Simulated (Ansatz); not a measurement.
Trial structures of La2Zr2O: starts and ends

The calculation used DFT PBE, scalar-relativistic, plane waves, PAW (Ansatz). All cells share a 420 eV cutoff and Γ-centred k meshes spaced at most about 0.3 Å⁻¹ (about 0.25 or finer for metals, 2π included). No spin polarisation in the final relaxations.

Each guess was relaxed in cell and atoms at zero pressure, within the symmetry of its start. Temperature and zero-point effects are left out. Coordination counts La or Zr atoms around O (for each partner element, those within 1.25 times its shortest distance or 1.15 times the sum of covalent radii, where it is the nearest in units of that sum or under 1.3; a plus sign parts groups by distance over the sum of covalent radii).

```csv
guess,made from,start group,V start (Å³/atom),end group,V end (Å³/atom),coordination at the end,gap on mesh (eV),E over the lowest end (meV/atom)
1,random cell,P6/mmm,21.5,?,?,?,?,?
2,BaCd2Sb2 type,P-3m1,23.8,P-3m1,23.7,O 6,0,0
3,random cell,P6/mmm,13.5,P6/mmm,38.0,O 2,0,639
4,Sr2ZnAs2 type,P-6m2,24.2,P-6m2,26.3,O 3,0,129
5,random cell,P4/mmm,23.0,P4/mmm,33.8,O 6,0,1147
```

Guess 1 as it starts:

```
La Zr O
1.0
     4.45167    0.00000    0.00000
    -2.22584    3.85526    0.00000
     0.00000    0.00000    6.25891
La Zr O
2 2 1
Direct
  0.33333 0.66667 0.50000
  0.66667 0.33333 0.50000
  0.00000 0.00000 0.78874
  0.00000 0.00000 0.21126
  0.00000 0.00000 0.50000
```

Question: Predict the end of this guess and its energy over the lowest end.

Answer: It ends in space group P6/mmm (No. 191), with a = 5.191 Å, c = 6.519 Å, 30.4 Å³/atom and no gap. It lies 1.23 eV/atom over the lowest end, above guess 5 and so the highest of the set. Counting La or Zr atoms around O, this end has O 2+6 and the lowest (guess 2) has O 6.

```
CELL_PARAMETERS angstrom
5.19121 0.00000 0.00000
-2.59560 4.49572 0.00000
0.00000 0.00000 6.51948
ATOMIC_POSITIONS crystal
La 0.33333 0.66667 0.50000
La 0.66667 0.33333 0.50000
Zr 0.00000 0.00000 0.80630
Zr 0.00000 0.00000 0.19370
O 0.00000 0.00000 0.50000
```

Energies over the elements count from the elements' standard structures at the same level (O₂ as a molecule), with no fitted energy shifts.

Question: Is the lowest end bound against the elements?

Answer: Yes: its formation energy is −0.86 eV/atom. It lies below the elements, which doesn't yet make it stable against other compounds or structures.

Cells relaxed within their symmetry can be saddle points. A lower structure may well exist outside this small set. Some candidate types were left out of the draw beforehand, so a known form may be missing.
